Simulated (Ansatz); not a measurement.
## Property card for GaB₂As₃

Method: Ansatz 0.2.0, DFT PBE, scalar-relativistic, plane waves, PAW.

Plane waves to 420 eV, a k mesh through Γ of 12×12×6 on the computed 6-atom cell and Gaussian smearing (0.10 eV); no spin polarisation.

The structure is relaxed at this level of theory with its symmetry kept, and needn't be the ground state of this composition.

```yaml
crystal:
  lattice:
    - [4.29801, 0.00000, 0.00000]
    - [-2.14901, 3.72219, 0.00000]
    - [0.00000, 0.00000, 6.25832]
  atoms:
    - { symbol: Ga, position: [0.00000, 0.00000, 0.00000] }
    - { symbol: B, position: [0.66667, 0.33333, 0.36582] }
    - { symbol: B, position: [0.33333, 0.66667, 0.63418] }
    - { symbol: As, position: [0.00000, 0.00000, 0.50000] }
    - { symbol: As, position: [0.66667, 0.33333, 0.71171] }
    - { symbol: As, position: [0.33333, 0.66667, 0.28829] }
```

| Item | Value |
| --- | --- |
| Space group | P-3m1 (No. 164) |
| Volume per atom | 16.69 Å³ |
| Formation energy from the elements' standard states (uncorrected) | +0.960 eV/atom |
| Kohn–Sham band gap | none (metal) |
| Density of states at the Fermi level | 2.6 states/eV per cell |
| Orbital (Löwdin) character within 0.5 eV of the Fermi level | As 4p 38 %, B 2p 26 %, B 2s 14 %, Ga 4p 10 % |
| Bader charge by site (e) | Ga (1 in the cell) 0.51, B (2 in the cell) -0.19, As (1 in the cell) 0.08, As (2 in the cell) -0.10 |

Another cell of GaB2As3 relaxed alike, in P4mm, lies 0.48 eV/atom lower, so this cell isn't the stable form at this level.

The cell was found from a structure generator's guess, not taken from experiment. Löwdin shares on free-atom orbitals overweight diffuse shells.
